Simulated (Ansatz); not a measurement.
The cell is CuF built on the wurtzite prototype; cell and atoms were relaxed with r2SCAN. The symmetry is P6_3mc (No. 186, hexagonal); conventional cell a = 2.790 Å, c = 6.721 Å, 11.33 Å³ an atom. Cu is surrounded by 4 F at 1.90–2.17 Å; F is surrounded by 4 Cu at 1.90–2.17 Å.

```cif
data_structure
_symmetry_space_group_name_H-M 'P 1'
_symmetry_Int_Tables_number 1
_cell_length_a 2.7898
_cell_length_b 2.7898
_cell_length_c 6.7211
_cell_angle_alpha 90.000
_cell_angle_beta 90.000
_cell_angle_gamma 120.000
_cell_volume 45.30
loop_
_atom_site_label
_atom_site_type_symbol
_atom_site_fract_x
_atom_site_fract_y
_atom_site_fract_z
_atom_site_occupancy
Cu1 Cu 0.33333 0.66667 0.04599 1
Cu2 Cu 0.66667 0.33333 0.54599 1
F1 F 0.33333 0.66667 0.32901 1
F2 F 0.66667 0.33333 0.82901 1
```

4 runs of the PAW code Ansatz on this cell differ in the functional (and in the settings that go with it). Levels are in eV from each run's valence top; v1 is the last filled band, c1 the first empty one.

Run A, mean stress +3.7 GPa (compression positive):
```
point     v2     v1    c1    c2
    Γ  -0.71  -0.71  1.63  5.36
    M  -0.16  -0.09  5.71  6.46
    K  -0.08  -0.08  7.86  8.83
    A  -0.99  -0.99  3.03  3.03
    L  -0.22  -0.22  5.88  5.88
    H  -0.15  -0.15  8.38  8.38
```

Run B, mean stress -7.1 GPa (compression positive):
```
point     v2     v1    c1    c2
    Γ  -0.32  -0.32  0.07  3.20
    M  -0.18  -0.11  3.83  4.54
    K  -0.07  -0.07  5.90  6.81
    A  -0.57  -0.57  1.14  1.14
    L  -0.30  -0.30  3.97  3.97
    H  -0.15  -0.15  6.39  6.39
```

Run C, mean stress +3.4 GPa (compression positive):
```
point     v2     v1    c1    c2
    Γ  -0.72  -0.72  2.39  6.15
    M  -0.16  -0.09  6.45  7.22
    K  -0.09  -0.09  8.62  9.60
    A  -1.00  -1.00  3.80  3.80
    L  -0.23  -0.23  6.63  6.63
    H  -0.15  -0.15  9.15  9.15
```

Run D, mean stress 0.0 GPa (compression positive):
```
point     v2     v1    c1    c2
    Γ  -0.42  -0.42  0.36  3.56
    M  -0.18  -0.09  4.26  4.95
    K  -0.06  -0.06  6.35  7.24
    A  -0.66  -0.66  1.49  1.49
    L  -0.24  -0.24  4.40  4.40
    H  -0.14  -0.14  6.83  6.83
```

Question: Match the runs to LDA, r2SCAN, HSE06, PBE0.

Answer: A is HSE06, B is LDA, C is PBE0, D is r2SCAN. In order of the gap: LDA 0.07, r2SCAN 0.36, HSE06 1.63, PBE0 2.39 eV. The stress vanishes for r2SCAN, which relaxed the cell.

All values are calculated for a non-magnetic cell, which may be hypothetical.

The stress of a hybrid is loosely converged in these runs.

Gaps or overlaps of about a tenth of an eV are at the limit of these meshes: between the points read a gap can be smaller or closed.

The meshes of the hybrids are coarse, so their gaps aren't converged to the digits shown.
